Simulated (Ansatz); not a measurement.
# Relaxing a structure of Nb

The start is a generated trial cell of Nb in the beta-W structure type. The structure is fully relaxed (lattice and positions, P = 0) with PBE (plane waves to 420 eV, PAW, scalar-relativistic; Ansatz, a program for electronic structure). First-step values are on the input's coarse k-mesh.

Ansatz input (later rounds restart from its end on a renewed k-mesh):
Ansatz 0.2 input:
```yaml
crystal:
  lattice:
    - [5.273116, 0, 0]
    - [0, 5.273116, 0]
    - [0, 0, 5.273116]
  atoms:
    - { symbol: Nb, position: [0.25, 0, 0.5] }
    - { symbol: Nb, position: [0.75, 0, 0.5] }
    - { symbol: Nb, position: [0, 0.5, 0.25] }
    - { symbol: Nb, position: [0, 0.5, 0.75] }
    - { symbol: Nb, position: [0.5, 0.25, 0] }
    - { symbol: Nb, position: [0.5, 0.75, 0] }
    - { symbol: Nb, position: [0, 0, 0] }
    - { symbol: Nb, position: [0.5, 0.5, 0.5] }
basis: { ecutwfc: 420, ecutrho_ratio: 4, xc_grid: 2, fft_grid_basis: typed }
kpoints: { mp_grid: { grid: [6, 6, 6] } }
hamiltonian:
  xc: pbe
  dispersion: none
  pseudopotentials: { azcp: { folder: ./paw }, kind: paw }
scf: { occupations: { method: fermi_dirac, width: 0.05 } }
relax: { f_tol: 0.01, max_steps: 100, cell: { stress_tol: 0.02 } }
output: { forces: true, stress: true }
```

**Question.** What pressure does the first self-consistent step give?

**Answer.** +2.3 GPa (positive: the cell is compressed).

**Question.** How much energy is released per atom?

**Answer.** Under 0.01 eV/atom.

**Question.** How does the volume change?

**Answer.** +1.4 %, from 18.33 to 18.58 Å³/atom.

**Question.** How do the shortest distances between atoms change?

**Answer.** The closest pairs of elements (up to four, under 3.6 Å), start → end: Nb–Nb 2.64 → 2.65 Å.

**Question.** What does it relax into? Give the structure.

**Answer.** 
Space group Pm-3n (No. 223); a = b = c = 5.2976 Å, α = β = γ = 90.00°

| atom | site | symmetry | x | y | z |
|---|---|---|---|---|---|
| Nb | 6c | -4m.2 | 0.0000 | 0.5000 | 0.2500 |
| Nb | 2a | m-3. | 0.0000 | 0.0000 | 0.0000 |

The space group stays Pm-3n (No. 223) (the run could not lower it), with 8 atoms in the primitive cell. Final values are on a 9×9×9 k-mesh of the relaxed cell. No spin polarisation in the result.

The run could not lose the symmetry of its start, so the end can be a saddle point.

All atoms sit on sites fixed by symmetry, so only the cell could relax.

The relaxed structure here is a generated cell of Nb: the first start was made by placing the elements on the sites of a structure type, and the end was not matched to a known phase here, so it may be hypothetical. Known forms of Nb include space group No. 229.
